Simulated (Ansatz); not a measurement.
## Two states of TiNiSbF

```
Ti Ni Sb F
1.0
     3.94219    0.00000    0.00000
     0.00000    3.94219    0.00000
     0.00000    0.00000    8.38508
Ti Ni Sb F
2 2 2 2
Direct
  0.25000 0.25000 0.35865
  0.75000 0.75000 0.64135
  0.25000 0.75000 0.00000
  0.75000 0.25000 0.00000
  0.25000 0.25000 0.81486
  0.75000 0.75000 0.18514
  0.25000 0.75000 0.50000
  0.75000 0.25000 0.50000
```

Method: r2SCAN, with U_eff = 3.01 eV on Ni d, U_eff = 2.89 eV on Ti d, V = 1.48 eV between Ni d and F p within 5.031 Å (all-electron-ortho-atomic projectors); PAW, plane waves to 500 eV, 6×6×3 Γ-centred mesh, cold occupations (width 0.2111 eV) (Ansatz 0.2.0), atoms fixed. The cell carries a charge of -1 e on a uniform background.

State A: Ti1 up, Ti2 up (collinear spin). State B: Ti1 up, Ti2 down (collinear spin).

Problem. Which state is lower, and how do they differ?

Solution. State A is lower by 6.7 meV an atom at zero smearing. So small a gap isn't resolved on this mesh where a state is a metal.

| state | free energy (meV/atom) | largest moment in a small sphere (μB) | net moment (μB/cell) | gap on mesh (eV) | pressure (GPa) | largest force (eV/Å) |
| --- | --- | --- | --- | --- | --- | --- |
| A | 0.0 | 1.48 | 3.58 | metal | n/a | 0.35 |
| B | 6.4 | 1.47 | 0.00 | metal | n/a | 0.37 |

Origin: a known structure type with other elements, at an estimated volume, so it need not be a known compound. Caveats: another magnetic order, which this cell may not hold, can open a gap; charged cell with a uniform background; wide smearing.
